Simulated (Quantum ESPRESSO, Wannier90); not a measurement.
**Wannier functions of SnS (Cmcm)**

```
begin unit_cell_cart
ang
    0.0000000000    0.0000000000    4.0903200000
   -4.0904400000    0.0000000000    0.0000000000
    2.0452200000   -5.8981200000    0.0000000000
end unit_cell_cart
begin atoms_frac
Sn   0.2500000000 -0.1282200000 -0.2564400000
Sn  -0.2500000000  0.1282200000  0.2564400000
S    0.2500000000 -0.3461300000  0.3077400000
S   -0.2500000000  0.3461300000 -0.3077400000
end atoms_frac
```

Materials Project entry mp-559676; symmetrised, unrelaxed at this level. COD (Crystallography Open Database) has the formula in 3 space groups, this one among them (matched by group alone). Method: PBEsol plane waves in Quantum ESPRESSO 7.5 (PseudoDojo norm-conserving files, 58 Ry, spinors with spin-orbit coupling), Bloch states on a 6×6×6 mesh through Γ, Wannier90 4.0.1. Density: 8×8×8 mesh, Gaussian smearing 0.01 Ry. With spin-orbit coupling a semilocal functional can close or falsely invert a small gap; the band order was not checked against a better method. The gap is small at this level and was sampled on the meshes and a path alone.

A tight-binding model is made by disentanglement and projection with no localisation steps (num_iter = 0), so the 32 orbitals stay atom-like: hydrogen-like Sn: s;p; S: s;p, axes along x, y, z; frozen window up to 1.77 eV relative to the valence-band maximum. It follows pw.x to 2.9 meV rms for states up to 1.3 eV relative to the valence-band maximum. Matrix elements depend on this choice of orbitals and windows.

The 20 largest hoppings ⟨m,0|H|n,R⟩ between different sites (one of each Hermitian pair; signs follow the real orbitals' lobes; the list may end inside a set of equal values):

```
m              n      R  distance of the centres (Å)  t (eV)  Im t (eV)
-------  -------  -----  ---------------------------  ------  ---------
Sn2 py↑   S4 py↑  0 0 1                         2.83   2.555      0.000
Sn2 py↓   S4 py↓  0 0 1                         2.83   2.555      0.000
S3 py↑   Sn1 py↑  0 0 1                         2.83   2.555      0.000
S3 py↓   Sn1 py↓  0 0 1                         2.83   2.555      0.000
Sn2 s↑    S4 py↑  0 0 1                         2.66  -1.942      0.000
Sn2 s↓    S4 py↓  0 0 1                         2.66  -1.942      0.000
S3 py↑    Sn1 s↑  0 0 1                         2.66   1.942      0.000
S3 py↓    Sn1 s↓  0 0 1                         2.66   1.942      0.000
Sn2 py↑    S4 s↑  0 0 1                         2.71   1.838      0.000
Sn2 py↓    S4 s↓  0 0 1                         2.71   1.838      0.000
S3 s↑    Sn1 py↑  0 0 1                         2.71  -1.838      0.000
S3 s↓    Sn1 py↓  0 0 1                         2.71  -1.838      0.000
S3 px↑   Sn2 pz↑  0 0 0                         2.91   1.172     -0.001
S3 px↓   Sn2 pz↓  0 0 0                         2.91   1.172      0.001
S4 px↑   Sn1 pz↑  0 0 0                         2.91   1.172     -0.001
S4 px↓   Sn1 pz↓  0 0 0                         2.91   1.172      0.001
Sn2 pz↑   S3 px↑  0 1 0                         2.91  -1.172      0.001
Sn2 pz↓   S3 px↓  0 1 0                         2.91  -1.172     -0.001
S4 px↑   Sn1 pz↑  0 1 0                         2.91  -1.172     -0.001
S4 px↓   Sn1 pz↓  0 1 0                         2.91  -1.172      0.001
```
